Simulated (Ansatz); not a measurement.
Geometry optimisation in Ansatz: input, command and trajectory.

```yaml
crystal:
  lattice:
    - [7.86545832, 0.0, 0.0]
    - [0.0, 7.86545832, 0.0]
    - [0.0, 0.0, 7.86545832]
  atoms:
    - { symbol: Ag, position: [0.9982701526, 0.9961258139, 0.5023714502] }
    - { symbol: Ag, position: [0.7536043977, 0.2456334665, 0.7518209928] }
    - { symbol: Pb, position: [0.000321187, 2.88416e-05, 0.0020170493] }
    - { symbol: Pb, position: [0.0021396596, 0.4979552562, 0.0025539281] }
    - { symbol: Pb, position: [0.2500190697, 0.247255417, 0.2519773295] }
    - { symbol: Pb, position: [0.4987450618, 0.4997878744, 0.0066991573] }
    - { symbol: Pb, position: [0.503244199, 0.9961149359, 0.4977255437] }
    - { symbol: Pb, position: [0.7491839149, 0.2476512824, 0.2524719491] }
    - { symbol: Pb, position: [0.2436119861, 0.7551657093, 0.2491601058] }
    - { symbol: Pb, position: [0.5015641093, 0.5037400407, 0.503634013] }
    - { symbol: Pb, position: [0.7452987402, 0.7484769068, 0.2488840371] }
    - { symbol: Pb, position: [0.2508280201, 0.7463481566, 0.7578222626] }
    - { symbol: Pb, position: [0.7496218269, 0.7510864505, 0.7500795672] }
    - { symbol: Bi, position: [0.5021550896, 0.9972333776, 0.0008543611] }
    - { symbol: Bi, position: [4.05731e-05, 0.5012001602, 0.5008231031] }
    - { symbol: Bi, position: [0.2528493606, 0.2475923872, 0.7530734467] }
  symmetry: { detect: false }
basis:
  ecutwfc: 420
kpoints:
  mp_grid: { grid: [2, 2, 2], shift: [0.5, 0.5, 0.5] }
hamiltonian:
  xc: pbesol
scf:
  occupations: { method: gaussian, width: 0.1 }
  lower_state_search: "off"
output:
  forces: true
  stress: true
  eigenvalues: true
relax:
  adjacent_minimum: "off"
  f_tol: 0.04
  max_steps: 50
  cell: { stress_tol: 0.3 }
```

```bash
ansatz run input.yaml --threads 4 --pin off --max-ram 9216MiB --backend cpu --events-out ev --progress --plain --runs-dir out
```

Computed with Ansatz, DFT PBEsol, scalar-relativistic, plane waves, PAW.

Of 37 frames 10 are shown, positions in Å and forces in eV/Å; the SCF threshold varies from step to step. Steps run on the plane waves of an earlier cell, with a Pulay correction in the pressure. The basis is chosen afresh for the last frame, the zero of the energies, and at times for earlier ones too; energy and pressure can step there, also at an unchanged geometry. Where two frames share a geometry here, they differ by under 2 meV/atom and 0.3 GPa. The mark taken_back stands on steps that the optimiser undid.

```xyz
16
Lattice="7.8655 0.0000 0.0000 0.0000 7.8655 0.0000 0.0000 0.0000 7.8655" Properties=species:S:1:pos:R:3:forces:R:3 pbc="T T T" step=1 free_energy_over_end_meV_per_atom=105.60 pressure_GPa=-2.76
Ag    7.8519    7.8350    3.9514   -0.0811    0.0983    0.0871
Ag    5.9274    1.9320    5.9134    0.0816   -0.0644   -0.1023
Pb    0.0025    0.0002    0.0159   -0.1546    0.2598   -0.2088
Pb    0.0168    3.9166    0.0201   -0.1175   -0.2308   -0.2620
Pb    1.9665    1.9448    1.9819   -0.1450   -0.1446    0.2252
Pb    3.9229    3.9311    0.0527    0.0405   -0.2952   -0.2143
Pb    3.9582    7.8349    3.9148   -0.0009    0.2225    0.3071
Pb    5.8927    1.9479    1.9858    0.1791   -0.1366    0.1469
Pb    1.9161    5.9397    1.9598   -0.0833    0.0663    0.2193
Pb    3.9450    3.9621    3.9613    0.0763   -0.2595    0.1284
Pb    5.8621    5.8871    1.9576    0.3124    0.2438    0.2345
Pb    1.9729    5.8704    5.9606   -0.2092    0.2464   -0.2229
Pb    5.8961    5.9076    5.8997    0.2060    0.1439   -0.1139
Bi    3.9497    7.8437    0.0067    0.1431    0.3144   -0.3065
Bi    0.0003    3.9422    3.9392   -0.0909   -0.2998    0.2451
Bi    1.9888    1.9474    5.9233   -0.1565   -0.1646   -0.1629
16
Lattice="7.9242 -0.1294 0.0539 -0.1294 7.2860 0.0428 0.0539 0.0428 7.9525" Properties=species:S:1:pos:R:3:forces:R:3 pbc="T T T" step=5 free_energy_over_end_meV_per_atom=47.38 pressure_GPa=0.03
Ag    7.7412    7.3277    4.2423    0.0542    0.0176   -0.0122
Ag    5.9692    1.6289    5.9354   -0.0168   -0.0077    0.1232
Pb   -0.0465    0.0461   -0.0966   -0.0017    0.0384   -0.0721
Pb   -0.1799    3.5168   -0.1739    0.0090   -0.0017    0.1151
Pb    1.8550    1.6557    2.1209    0.0666    0.1090   -0.0208
Pb    3.9654    3.5165   -0.0753   -0.0254    0.0537    0.0996
Pb    3.9090    7.2824    4.1556   -0.0483   -0.0611   -0.1217
Pb    5.9739    1.6600    2.0891   -0.0150    0.0710   -0.0653
Pb    1.7437    5.5294    2.1573   -0.0590   -0.0902    0.0468
Pb    3.9910    3.5448    4.0956   -0.0501    0.0524   -0.1065
Pb    6.1559    5.4941    2.3614    0.0804   -0.0666   -0.0670
Pb    1.7625    5.5109    5.9077    0.0884    0.0406    0.0126
Pb    5.9687    5.4731    5.9419   -0.1006    0.1766    0.0831
Bi    3.9569    7.3936   -0.1370   -0.0441   -0.0832    0.0904
Bi   -0.1850    3.4728    4.2938    0.1448   -0.2461   -0.1973
Bi    2.0631    1.7377    5.9130   -0.0824   -0.0024    0.0920
16
Lattice="8.1847 -0.2264 0.1636 -0.2264 6.7968 0.0340 0.1636 0.0340 8.4225" Properties=species:S:1:pos:R:3:forces:R:3 pbc="T T T" step=9 free_energy_over_end_meV_per_atom=36.91 pressure_GPa=-0.43 taken_back
Ag    8.1675    6.6634    4.6330    0.0006    0.0124    0.0543
Ag    6.0144    1.5569    6.5464    0.0241   -0.0258    0.0180
Pb   -0.2332    0.1210   -0.3023    0.0842    0.0527   -0.1547
Pb   -0.3340    3.4610   -0.2804   -0.0700   -0.0734    0.0785
Pb    1.8225    1.4988    2.1423    0.0207    0.0842    0.0492
Pb    4.2090    3.3460    0.2268   -0.0245   -0.0440    0.0006
Pb    3.9127    6.7890    4.1975    0.0504   -0.0310    0.0199
Pb    6.3313    1.5409    2.2908   -0.0041    0.0517   -0.0225
Pb    1.6096    5.0356    2.4776    0.0327   -0.0771   -0.0958
Pb    4.0448    3.2597    4.2069    0.0178    0.0674   -0.1245
Pb    6.4205    5.0425    2.6504    0.0012   -0.0870   -0.0775
Pb    1.8512    5.0855    6.1256   -0.0611   -0.1255    0.0541
Pb    6.0467    5.0727    6.1528    0.0950    0.1215    0.0766
Bi    4.0731    6.6655    0.0404    0.0092    0.0263    0.0914
Bi   -0.1963    2.9880    4.5868   -0.0363   -0.1901    0.0372
Bi    2.5189    1.5387    6.5603   -0.1399    0.2376   -0.0046
16
Lattice="8.4501 -0.1714 0.0615 -0.1714 6.7215 0.0766 0.0615 0.0766 8.1425" Properties=species:S:1:pos:R:3:forces:R:3 pbc="T T T" step=13 free_energy_over_end_meV_per_atom=26.50 pressure_GPa=0.06
Ag    8.5461    6.5682    4.3912   -0.0297    0.0403    0.0135
Ag    6.0617    1.6846    6.3058    0.0217   -0.0033   -0.0083
Pb   -0.1636    0.1705   -0.3550   -0.0065    0.0009    0.0226
Pb   -0.3584    3.4346   -0.1614   -0.0191    0.0310    0.0007
Pb    1.8478    1.5701    2.0764    0.0042   -0.0045   -0.0136
Pb    4.3796    3.3184    0.1562    0.0111    0.0322    0.0033
Pb    4.0060    6.7232    4.0340   -0.0177   -0.0095   -0.0112
Pb    6.5459    1.4987    2.2145   -0.0103    0.0034    0.0079
Pb    1.6577    4.9752    2.3499   -0.0026   -0.0204   -0.0145
Pb    4.2429    3.3001    4.0208   -0.0052    0.0015   -0.0119
Pb    6.6525    4.9813    2.4535    0.0106   -0.0077    0.0081
Pb    1.9353    5.0033    6.0482    0.0195    0.0072    0.0272
Pb    6.2482    5.2169    5.9283    0.0187   -0.0056   -0.0004
Bi    4.2327    6.6483    0.0234   -0.0015   -0.0413    0.0274
Bi   -0.2701    2.9089    4.5439    0.0571   -0.0279   -0.0304
Bi    2.4312    1.6289    6.2049   -0.0506    0.0038   -0.0205
16
Lattice="8.4952 -0.2179 0.1034 -0.2179 6.6555 0.1815 0.1034 0.1815 8.1984" Properties=species:S:1:pos:R:3:forces:R:3 pbc="T T T" step=17 free_energy_over_end_meV_per_atom=24.63 pressure_GPa=-0.08
Ag    8.6852    6.4372    4.5416    0.0115   -0.0013    0.0048
Ag    6.1255    1.7568    6.3088   -0.0345   -0.0004   -0.0008
Pb   -0.2811    0.1991   -0.3081    0.0052   -0.0087    0.0088
Pb   -0.5327    3.4626   -0.1191   -0.0277   -0.0089    0.0338
Pb    1.8387    1.5815    2.0408   -0.0030    0.0148    0.0023
Pb    4.4521    3.2293    0.1945    0.0256   -0.0142    0.0140
Pb    3.8591    6.6355    4.1313   -0.0275   -0.0041   -0.0031
Pb    6.6043    1.4818    2.4313    0.0119    0.0014    0.0045
Pb    1.6444    4.9116    2.2842    0.0049    0.0011    0.0123
Pb    4.1694    3.2881    4.0869    0.0125    0.0040   -0.0225
Pb    6.6845    4.9046    2.6246    0.0017   -0.0084   -0.0017
Pb    2.0553    5.0312    6.4785    0.0114    0.0131   -0.0020
Pb    6.2800    5.2535    5.9971   -0.0222    0.0000   -0.0104
Bi    4.2985    6.5532    0.1978    0.0139    0.0321   -0.0284
Bi   -0.1264    2.9591    4.6100    0.0043   -0.0150    0.0150
Bi    2.3893    1.6595    6.3062    0.0120   -0.0054   -0.0263
16
Lattice="8.6716 -0.3233 0.1059 -0.3233 6.5985 0.4434 0.1059 0.4434 8.0219" Properties=species:S:1:pos:R:3:forces:R:3 pbc="T T T" step=21 free_energy_over_end_meV_per_atom=22.30 pressure_GPa=0.27
Ag    8.8811    6.3477    4.8445   -0.0478   -0.0104   -0.0295
Ag    6.1024    1.9193    6.0764   -0.0040    0.0160   -0.0699
Pb   -0.3186    0.1054   -0.4543    0.0287    0.1277   -0.0520
Pb   -0.7817    3.3737   -0.0605    0.0296   -0.0025    0.0041
Pb    1.6680    1.8113    1.9824    0.0104   -0.0609   -0.0089
Pb    4.6145    3.0607    0.5094   -0.0373    0.0620    0.0044
Pb    3.6197    6.6619    4.1667   -0.0068    0.0922    0.0462
Pb    6.8348    1.3371    2.6957    0.0304    0.0003    0.0707
Pb    1.4986    5.1168    2.2081    0.0503   -0.0405    0.0288
Pb    4.0313    3.3962    3.8486    0.0247   -0.0131    0.1306
Pb    6.9261    4.7536    2.8251   -0.0512    0.0301    0.0026
Pb    2.2404    5.0512    6.7914   -0.0215   -0.0506   -0.0809
Pb    6.1159    5.3313    5.9897   -0.0581    0.0449   -0.0654
Bi    4.4347    6.4721    0.5927   -0.0155   -0.1238   -0.0581
Bi   -0.0541    3.1637    4.7597    0.0386    0.0077   -0.0282
Bi    2.6364    1.7732    6.3352    0.0296   -0.0790    0.1055
16
Lattice="8.8538 -0.3610 0.4125 -0.3610 6.5340 0.7048 0.4125 0.7048 7.9753" Properties=species:S:1:pos:R:3:forces:R:3 pbc="T T T" step=25 free_energy_over_end_meV_per_atom=11.19 pressure_GPa=0.16
Ag    9.1420    6.2684    5.3803    0.0061   -0.1179    0.0169
Ag    6.3522    2.1879    6.1744    0.0006    0.0549    0.0279
Pb   -0.4194    0.2143   -0.6867    0.0761    0.0117   -0.0428
Pb   -0.9504    3.4456   -0.0332    0.1983   -0.0318   -0.1165
Pb    1.5506    1.9368    2.0074    0.0501    0.0617   -0.0590
Pb    4.7636    2.8751    0.9616   -0.0759   -0.1047   -0.0411
Pb    3.5947    6.9497    4.4179    0.0788   -0.0082    0.0385
Pb    7.1699    1.4231    3.2727   -0.1627    0.0565   -0.0640
Pb    1.5981    5.2314    2.3557   -0.0091    0.0410   -0.0333
Pb    4.1147    3.6474    4.2155    0.0289   -0.0346    0.0044
Pb    7.1877    4.7520    3.2326   -0.0377    0.0024    0.0765
Pb    2.6472    4.8759    6.9604   -0.0514   -0.0033    0.0796
Pb    6.2538    5.5498    6.2429   -0.0458   -0.0801    0.0798
Bi    4.7063    6.1622    1.1888    0.1139    0.0118    0.1342
Bi    0.3285    3.3202    4.8949   -0.0699   -0.0322    0.0680
Bi    3.1956    1.5674    6.7389   -0.1004    0.1726   -0.1691
16
Lattice="8.7421 -0.2443 0.5845 -0.2443 6.5557 0.6961 0.5845 0.6961 8.0533" Properties=species:S:1:pos:R:3:forces:R:3 pbc="T T T" step=29 free_energy_over_end_meV_per_atom=3.87 pressure_GPa=-0.01
Ag    9.2573    6.1875    5.5385    0.0337   -0.0122   -0.0025
Ag    6.4089    2.3203    6.4363    0.0202    0.0146   -0.0248
Pb   -0.3142    0.0797   -0.8826   -0.0024    0.0160   -0.0169
Pb   -0.8609    3.3112   -0.0687    0.0228   -0.0117    0.0158
Pb    1.5118    1.9945    2.0407   -0.0471   -0.0139   -0.0169
Pb    4.7212    2.8873    1.1101    0.0138   -0.0076    0.0314
Pb    3.6553    7.0965    4.5447   -0.0248   -0.0083    0.0490
Pb    7.0367    1.5322    3.5008   -0.0164   -0.0061    0.0114
Pb    1.7427    5.3245    2.3372   -0.0178   -0.0144   -0.0216
Pb    4.1812    3.8277    4.3370    0.0157   -0.0031   -0.0077
Pb    7.2596    4.8741    3.3536    0.0154   -0.0122   -0.0389
Pb    2.8010    5.0761    7.0997   -0.0130    0.0156   -0.0180
Pb    6.4095    5.5520    6.4262   -0.0495   -0.0215    0.0009
Bi    4.8706    6.2232    1.3662    0.0629    0.0084    0.0564
Bi    0.4056    3.2892    4.9157    0.0364    0.0258    0.0099
Bi    3.4535    1.7926    6.8669   -0.0500    0.0306   -0.0275
16
Lattice="8.7097 -0.2616 0.6122 -0.2616 6.5410 0.6849 0.6122 0.6849 8.0900" Properties=species:S:1:pos:R:3:forces:R:3 pbc="T T T" step=33 free_energy_over_end_meV_per_atom=2.01 pressure_GPa=0.02
Ag    9.1777    6.1003    5.5560    0.0094   -0.0022   -0.0127
Ag    6.4735    2.2855    6.5096   -0.0030   -0.0083    0.0137
Pb   -0.2745    0.0790   -0.9690   -0.0007    0.0024    0.0119
Pb   -0.8889    3.2829   -0.1018    0.0116   -0.0058    0.0059
Pb    1.3383    1.9218    1.9915    0.0090   -0.0153   -0.0035
Pb    4.6786    2.8917    1.1813   -0.0021    0.0159    0.0167
Pb    3.4900    7.0943    4.5823   -0.0220    0.0074   -0.0049
Pb    6.9269    1.4993    3.6110   -0.0040    0.0110    0.0126
Pb    1.7827    5.2661    2.2544   -0.0072   -0.0148    0.0073
Pb    4.2181    3.8535    4.3654   -0.0023   -0.0271   -0.0265
Pb    7.3045    4.8562    3.3635    0.0038    0.0021   -0.0154
Pb    2.7926    5.0883    7.1139   -0.0024    0.0066    0.0016
Pb    6.3085    5.4820    6.4845   -0.0049    0.0061   -0.0111
Bi    4.9723    6.2298    1.4607   -0.0107    0.0163    0.0015
Bi    0.4852    3.2821    4.9230    0.0101    0.0101   -0.0016
Bi    3.5390    1.8342    6.9096    0.0154   -0.0045    0.0045
16
Lattice="8.7420 -0.2659 0.6727 -0.2659 6.5176 0.6876 0.6727 0.6876 8.1278" Properties=species:S:1:pos:R:3:forces:R:3 pbc="T T T" step=37 free_energy_over_end_meV_per_atom=0.00 pressure_GPa=-0.01
Ag    9.2124    6.0740    5.6351    0.0099    0.0118   -0.0036
Ag    6.5679    2.2676    6.6165    0.0082   -0.0101    0.0035
Pb   -0.2598    0.0770   -0.9901    0.0025    0.0138    0.0039
Pb   -0.9054    3.2742   -0.1201    0.0127   -0.0078    0.0036
Pb    1.3075    1.8671    1.9699   -0.0093   -0.0003   -0.0123
Pb    4.6915    2.9111    1.2161   -0.0181    0.0125    0.0044
Pb    3.4598    7.0671    4.6203   -0.0044    0.0066   -0.0024
Pb    6.9414    1.5258    3.7110    0.0030    0.0087   -0.0035
Pb    1.8200    5.2034    2.2687    0.0186   -0.0095    0.0054
Pb    4.2759    3.8379    4.4131    0.0141   -0.0089   -0.0140
Pb    7.3724    4.8735    3.4195   -0.0026    0.0124   -0.0143
Pb    2.8454    5.0599    7.1547    0.0105   -0.0023    0.0141
Pb    6.3559    5.4670    6.5582   -0.0025   -0.0167    0.0095
Bi    5.0198    6.2267    1.5378    0.0019   -0.0028    0.0066
Bi    0.5289    3.2759    4.9341   -0.0117   -0.0047   -0.0056
Bi    3.6434    1.8139    6.9672   -0.0328   -0.0027    0.0047
```

It took 8.3 min on 4 threads of Intel(R) Xeon(R) Platinum 8259CL CPU @ 2.50GHz (Skylake/Cascade Lake), on a shared host, peak memory 1.7 GiB.

The k mesh is coarse. Spin–orbit coupling is left out, which can shift energies with elements as heavy as these.